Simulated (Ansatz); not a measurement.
NbAs:
```cif
data_As4Nb4
_chemical_formula_sum 'Nb4 As4'
_space_group_name_H-M_alt 'I41md'
_space_group_IT_number 109
_space_group_name_Hall 'I 4bw -2'
_cell_length_a 3.43905
_cell_length_b 3.43905
_cell_length_c 11.59540
_cell_angle_alpha 90.000
_cell_angle_beta 90.000
_cell_angle_gamma 90.000
loop_
_atom_site_label
_atom_site_type_symbol
_atom_site_symmetry_multiplicity
_atom_site_Wyckoff_symbol
_atom_site_fract_x
_atom_site_fract_y
_atom_site_fract_z
_atom_site_occupancy
Nb1 Nb 4 a 0.00000 0.00000 0.74875 1
As1 As 4 a 0.00000 0.00000 0.16725 1
```
(The calculation used a cell of 4 atoms; values per cell refer to that cell.)

Relaxed with PBEsol.

Task: Which orbitals make up the states near the Fermi level in the program Ansatz at the PBEsol level (PAW)?

Result: Within 0.5 eV of the Fermi level: Nb 4d 85 %, As 4p 12 %. Projections are on Löwdin-orthogonalised atomic valence shells; empty p or d shells of many metals are not among them.

Task: Tabulate the density of states.

Result: States/eV per cell of 4 atoms, in 0.25 eV bins, energy from the Fermi level.

```tsv
E (eV)	total	Nb 4d	As 4p	As 4s
-7.85	0.00	0.00	0.00	0.00
-7.60	0.00	0.00	0.00	0.00
-7.35	0.00	0.00	0.00	0.00
-7.10	0.00	0.00	0.00	0.00
-6.85	0.00	0.00	0.00	0.00
-6.60	0.00	0.00	0.00	0.00
-6.35	0.28	0.06	0.16	0.01
-6.10	1.05	0.24	0.60	0.03
-5.85	1.57	0.44	0.88	0.04
-5.60	1.85	0.57	1.03	0.04
-5.35	3.77	1.30	2.10	0.05
-5.10	3.14	1.13	1.72	0.05
-4.85	1.32	0.47	0.69	0.04
-4.60	1.51	0.49	0.87	0.05
-4.35	1.85	0.63	1.07	0.05
-4.10	2.60	0.93	1.45	0.06
-3.85	2.67	0.97	1.48	0.06
-3.60	2.88	1.13	1.55	0.06
-3.35	2.95	1.30	1.49	0.04
-3.10	2.99	1.36	1.49	0.03
-2.85	4.05	1.76	2.12	0.02
-2.60	4.01	1.86	1.99	0.02
-2.35	4.31	2.20	1.96	0.02
-2.10	2.57	1.47	1.01	0.01
-1.85	1.81	1.11	0.63	0.01
-1.60	1.20	0.83	0.32	0.01
-1.35	2.97	2.32	0.47	0.02
-1.10	3.52	2.89	0.36	0.03
-0.85	3.85	3.14	0.41	0.03
-0.60	3.78	3.04	0.49	0.03
-0.35	1.14	0.93	0.17	0.01
-0.10	0.34	0.28	0.05	0.00
0.15	1.00	0.90	0.08	0.01
0.40	1.76	1.51	0.19	0.01
0.65	1.84	1.57	0.20	0.01
0.90	2.08	1.81	0.19	0.02
1.15	2.71	2.36	0.22	0.03
1.40	2.86	2.42	0.28	0.05
1.65	2.70	2.25	0.27	0.07
1.90	2.99	2.35	0.40	0.11
2.15	3.71	2.95	0.45	0.14
2.40	3.80	2.93	0.46	0.20
2.65	4.44	3.08	0.79	0.29
2.90	4.01	2.74	0.70	0.32
3.15	3.07	1.85	0.75	0.28
3.40	3.44	1.96	0.78	0.42
3.65	3.87	2.13	0.97	0.42
```

Space group I4_1md. Symmetry was held in the PBEsol relaxation. The run is not spin-polarised. A small band overlap can be real or an error of a semilocal functional. Spin–orbit coupling is left out wherever it is not named.

Potentials: the later of the program's two PAW sets.
